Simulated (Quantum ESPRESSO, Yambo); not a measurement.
**G0W0 results for B**

```cif
data_B36
_chemical_formula_sum 'B36'
_space_group_name_H-M_alt 'R-3m :H'
_space_group_IT_number 166
_space_group_name_Hall '-R 3 2"'
_cell_length_a 4.89839
_cell_length_b 4.89839
_cell_length_c 12.52416
_cell_angle_alpha 90.000
_cell_angle_beta 90.000
_cell_angle_gamma 120.000
loop_
_atom_site_label
_atom_site_type_symbol
_atom_site_symmetry_multiplicity
_atom_site_Wyckoff_symbol
_atom_site_fract_x
_atom_site_fract_y
_atom_site_fract_z
_atom_site_occupancy
B1 B 18 h 0.23712 0.11856 0.10859 1
B2 B 18 h 0.19631 0.39261 0.02425 1
```
(The calculation used a cell of 12 atoms; values per cell refer to that cell.)

The geometry is that of Materials Project entry mp-160, symmetrised and not relaxed again.

Starting point: norm-conserving LDA (Quantum ESPRESSO, 76 Ry, without SOC). G0W0 in Yambo: 4×4×4 Γ-centred k mesh, 127 bands and a 7 Ry block in the screening, 127 bands in G with the Bruneval-Gonze terminator, plasmon pole fitted at 27.2 eV.

```yaml
LDA gap along the band path: 1.52 eV
LDA gap between the mesh's edge points (Z → Γ): 1.52 eV
G0W0 gap between the same points: 2.01 eV
LDA smallest direct gap on the mesh (at Γ): 1.88 eV
G0W0 direct gap at that point: 2.39 eV
```

```
k point  band  E LDA (eV)  E QP (eV)  shift (eV)     Z
-------  ----  ----------  ---------  ----------  ----
Γ          VB       -0.35      -0.52       -0.17  0.81
Γ          CB        1.52       1.87        0.34  0.82
L          VB       -0.50      -0.92       -0.42  0.80
L          CB        2.01       2.42        0.41  0.81
F          VB       -1.83      -2.27       -0.44  0.79
F          CB        1.57       1.95        0.38  0.81
Z          VB        0.00      -0.15       -0.15  0.81
Z          CB        2.72       3.22        0.49  0.81
```

Energies count from the LDA valence-band maximum.

Nearest settings tried, and what they do to the gap: 49 bands in W, 49 bands in G: +79 meV; 6 Ry block (157 vectors against 181): -23 meV; 2×2×2 mesh: -14 meV. So the settings aren't converged at that level.
